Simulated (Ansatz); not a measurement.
# VHClO in Ansatz, relaxation

The command:

```bash
ansatz run input.yaml --threads 2 --pin off --max-ram 4096MiB --backend cpu --events-out ev --progress --plain --runs-dir out
```

The input file (Ansatz 0.2.0, plane waves):

```yaml
crystal:
  lattice:
    - [3.433351, 0.0, 0.0]
    - [-1.716675, 2.973369, 0.0]
    - [0.0, 0.0, 9.584396]
  atoms:
    - { symbol: V, position: [0.3333, 0.6667, 0.00791], spin: 2.0 }
    - { symbol: V, position: [0.6666, 0.3333, 0.50791], spin: 2.0 }
    - { symbol: O, position: [0.0, 0.0, 0.0892] }
    - { symbol: O, position: [0.0, 0.0, 0.5892] }
    - { symbol: Cl, position: [0.3333, 0.6667, 0.3433] }
    - { symbol: Cl, position: [0.6666, 0.3333, 0.8433] }
    - { symbol: H, position: [0.0, 0.0, 0.18] }
    - { symbol: H, position: [0.0, 0.0, 0.68] }
kpoints:
  mp_grid: { grid: [8, 8, 3], shift: [0, 0, 0] }
magnetization:
  spin_polarized: true
scf:
  occupations: { method: fermi_dirac }
  lower_state_search: "off"
hamiltonian:
  pseudopotentials: { kind: paw }
  xc: pbe
  hubbard:
    sites: [{ species: V, l: d, u_eff: 3.73 }]
    projectors: all-electron-ortho-atomic
basis:
  ecutwfc: 420
  fft_grid_basis: typed
relax:
  max_steps: 80
  cell: { p_target: 0.0 }
  f_tol: 0.03
output:
  forces: true
  stress: true
  eigenvalues: true
  bader: true
  populations: true
  elf: true
  write_potential: true
  volumetric_format: npy
  dos:
    e_range: [-12, 8]
    de: 0.05
    projected: { site_lists: { Cl: [Cl], H: [H], O: [O], V: [V] } }
  write_density: true
checkpoint:
  read: saved_state
```

Origin of the cell: a known structure type with other elements, at an estimated volume, so it need not be a known compound.

The smearing width isn't typed, so it takes its default of 0.1 eV.

The saved state is a converged single point of the same cell, with its larger moments on V1 up, V2 up.

Steps («new basis» is an SCF on plane waves selected anew at the same cell):

| step | ΔF (meV/atom) | max force component (eV/Å) | P (GPa) | volume (Å³) | SCF iterations | step was |
| --- | --- | --- | --- | --- | --- | --- |
| 1 | 0.0 | 6.936 | 14.72 | 97.84 | 9 | accepted |
| 2 | -113.2 | 1.074 | 3.84 | 105.80 | 10 | accepted |
| 3 | -122.8 | 0.422 | 0.81 | 111.30 | 7 | accepted |
| 4 | -122.8 | 0.181 | -0.24 | 110.78 | 7 | rejected |
| 5 | -123.4 | 0.046 | 0.04 | 111.77 | 12 | accepted |
| 6 | -123.5 | 0.002 | -0.01 | 111.66 | 6 | accepted |
| 7 | -131.9 | 0.011 | 0.79 | 111.66 | 9 | new basis |
| 8 | -133.1 | 0.089 | 0.18 | 115.05 | 7 | accepted |
| 9 | -133.0 | 0.066 | -0.02 | 116.24 | 7 | accepted |
| 10 | -133.1 | 0.019 | 0.01 | 115.91 | 7 | accepted |
| 11 | -134.4 | 0.016 | 0.03 | 115.91 | 7 | new basis |
| 12 | -134.3 | 0.001 | 0.00 | 116.33 | 6 | accepted |
| 13 | -134.3 | 0.000 | 0.00 | 116.45 | 8 | accepted |
| 14 | -134.4 | 0.000 | 0.00 | 116.45 | 5 | new basis |

Step 1, with forces in eV/Å:

```xyz
8
Lattice="3.433 0.000 0.000 -1.717 2.973 0.000 0.000 0.000 9.584" Properties=species:S:1:pos:R:3:forces:R:3 pbc="T T T" step=1
V     0.000    1.982    0.076    0.001   -0.001   -0.770
V     1.717    0.991    4.868    0.001    0.001   -0.770
O     0.000    0.000    0.855   -0.001    0.001   -6.298
O     0.000    0.000    5.647   -0.001   -0.001   -6.298
Cl    0.000    1.982    3.290    0.000   -0.001    0.133
Cl    1.717    0.991    8.083    0.000    0.001    0.133
H     0.000    0.000    1.725    0.000    0.000    6.936
H     0.000    0.000    6.517    0.000    0.000    6.936
```

Step 2, with forces in eV/Å:

```xyz
8
Lattice="3.487 0.000 0.000 -1.743 3.019 0.000 0.000 0.000 10.050" Properties=species:S:1:pos:R:3:forces:R:3 pbc="T T T" step=2
V     0.000    2.013    0.041    0.001   -0.001   -0.285
V     1.743    1.006    5.066    0.001    0.001   -0.285
O     0.000    0.000    0.865   -0.001    0.000   -0.787
O     0.000    0.000    5.891   -0.001    0.000   -0.787
Cl    0.000    2.013    3.511    0.000    0.000   -0.001
Cl    1.743    1.006    8.536    0.000    0.000   -0.001
H     0.000    0.000    1.818    0.000    0.000    1.074
H     0.000    0.000    6.843    0.000    0.000    1.074
```

Step 3, with forces in eV/Å:

```xyz
8
Lattice="3.496 0.000 0.000 -1.748 3.027 0.000 0.000 0.000 10.516" Properties=species:S:1:pos:R:3:forces:R:3 pbc="T T T" step=3
V     0.000    2.018    0.033    0.000    0.000   -0.126
V     1.748    1.009    5.291    0.000    0.000   -0.126
O     0.000    0.000    0.895    0.000    0.000   -0.270
O     0.000    0.000    6.153    0.000    0.000   -0.270
Cl    0.000    2.018    3.736    0.000    0.000   -0.026
Cl    1.748    1.009    8.994    0.000    0.000   -0.026
H     0.000    0.000    1.861    0.000    0.000    0.422
H     0.000    0.000    7.119    0.000    0.000    0.422
```

Step 5, with forces in eV/Å:

```xyz
8
Lattice="3.500 0.000 0.000 -1.750 3.030 0.000 0.001 0.000 10.539" Properties=species:S:1:pos:R:3:forces:R:3 pbc="T T T" step=5
V     0.000    2.032    0.023    0.000    0.000   -0.006
V     1.750    0.998    5.293    0.000    0.000   -0.006
O     0.000    0.012    0.901    0.000   -0.003   -0.028
O     0.000   -0.012    6.170    0.000    0.003   -0.028
Cl    0.000    2.008    3.741    0.000    0.002   -0.012
Cl    1.750    1.022    9.011    0.000   -0.002   -0.012
H     0.000    0.012    1.874    0.000    0.002    0.046
H     0.000   -0.012    7.143    0.000   -0.002    0.046
```

Step 7, with forces in eV/Å:

```xyz
8
Lattice="3.497 0.000 0.000 -1.748 3.029 0.000 0.000 0.000 10.541" Properties=species:S:1:pos:R:3:forces:R:3 pbc="T T T" step=7
V     0.000    2.027    0.022    0.000   -0.001    0.001
V     1.748    1.002    5.293    0.000    0.001    0.001
O     0.000    0.007    0.903    0.000    0.001    0.009
O     0.000   -0.007    6.173    0.000   -0.001    0.009
Cl    0.000    2.012    3.739    0.000    0.000    0.001
Cl    1.749    1.017    9.009    0.000    0.000    0.001
H     0.000    0.009    1.877    0.000   -0.001   -0.011
H     0.000   -0.009    7.147    0.000    0.001   -0.011
```

Step 8, with forces in eV/Å:

```xyz
8
Lattice="3.504 0.000 0.000 -1.752 3.035 0.000 0.000 0.000 10.818" Properties=species:S:1:pos:R:3:forces:R:3 pbc="T T T" step=8
V     0.000    2.027    0.029    0.000    0.000   -0.041
V     1.752    1.008    5.437    0.000    0.000   -0.041
O     0.000    0.004    0.912    0.000   -0.001    0.089
O     0.000   -0.004    6.320    0.000    0.001    0.089
Cl    0.000    2.020    3.885    0.000    0.000   -0.021
Cl    1.752    1.015    9.294    0.000    0.000   -0.021
H     0.000    0.004    1.886    0.000    0.000   -0.027
H     0.000   -0.004    7.295    0.000    0.000   -0.027
```

Step 9, with forces in eV/Å:

```xyz
8
Lattice="3.502 0.000 0.000 -1.751 3.033 0.000 0.000 0.000 10.943" Properties=species:S:1:pos:R:3:forces:R:3 pbc="T T T" step=9
V     0.000    2.027    0.029    0.000    0.000   -0.026
V     1.751    1.006    5.500    0.000    0.000   -0.026
O     0.000    0.005    0.920    0.000   -0.001    0.066
O     0.000   -0.005    6.391    0.000    0.001    0.066
Cl    0.000    2.017    3.946    0.000    0.000   -0.013
Cl    1.751    1.016    9.418    0.000    0.000   -0.013
H     0.000    0.005    1.894    0.000    0.000   -0.027
H     0.000   -0.005    7.366    0.000    0.000   -0.027
```

Step 10, with forces in eV/Å:

```xyz
8
Lattice="3.499 0.000 0.000 -1.749 3.030 0.000 0.000 0.000 10.934" Properties=species:S:1:pos:R:3:forces:R:3 pbc="T T T" step=10
V     0.000    2.024    0.026    0.000    0.000    0.003
V     1.749    1.006    5.493    0.000    0.000    0.003
O     0.000    0.004    0.924    0.000    0.000   -0.019
O     0.000   -0.004    6.391    0.000    0.000   -0.019
Cl    0.000    2.016    3.936    0.000    0.000    0.004
Cl    1.749    1.014    9.403    0.000    0.000    0.004
H     0.000    0.004    1.897    0.000    0.000    0.012
H     0.000   -0.004    7.365    0.000    0.000    0.012
```

Step 11, with forces in eV/Å:

```xyz
8
Lattice="3.499 0.000 0.000 -1.749 3.030 0.000 0.000 0.000 10.934" Properties=species:S:1:pos:R:3:forces:R:3 pbc="T T T" step=11
V     0.000    2.024    0.026    0.000    0.000    0.004
V     1.749    1.006    5.493    0.000    0.000    0.004
O     0.000    0.004    0.924    0.000    0.000   -0.016
O     0.000   -0.004    6.391    0.000    0.000   -0.016
Cl    0.000    2.016    3.936    0.000    0.000    0.004
Cl    1.749    1.014    9.403    0.000    0.000    0.004
H     0.000    0.004    1.897    0.000    0.000    0.008
H     0.000   -0.004    7.365    0.000    0.000    0.008
```

Step 14, with forces in eV/Å:

```xyz
8
Lattice="3.497 0.000 0.000 -1.749 3.028 0.000 0.000 0.000 10.996" Properties=species:S:1:pos:R:3:forces:R:3 pbc="T T T" step=14
V     0.000    2.023    0.027    0.000    0.000    0.000
V     1.748    1.006    5.525    0.000    0.000    0.000
O     0.000    0.004    0.927    0.000    0.000    0.000
O     0.000   -0.004    6.425    0.000    0.000    0.000
Cl    0.000    2.015    3.968    0.000    0.000    0.000
Cl    1.748    1.013    9.465    0.000    0.000    0.000
H     0.000    0.004    1.900    0.000    0.000    0.000
H     0.000   -0.004    7.398    0.000    0.000    0.000
```

```yaml
Free_energy_lowered_by: 134.4 meV/atom
Volume_change: 19.02 %
Final_pressure: 0.00 GPa
Relaxation_steps_listed: 14
Site_moments_at_the_end_small_spheres_which_read_low: V1 +2.3, V2 +2.3 μB
Total_moment: 6.00 μB
```

Caveats: no dispersion correction, so spacings can come out too large where layers or molecules are weakly bound; the given cell is far from equilibrium, with atoms too close or a volume far off; the magnetic state was chosen at the start cell and may not be the lowest after relaxing; the relaxation held the start's symmetry, so the end may be a saddle point.

Time: 6.5 min on 2 threads of Arm Neoverse V2 (shared host), peak memory 0.73 GiB, from a saved density.
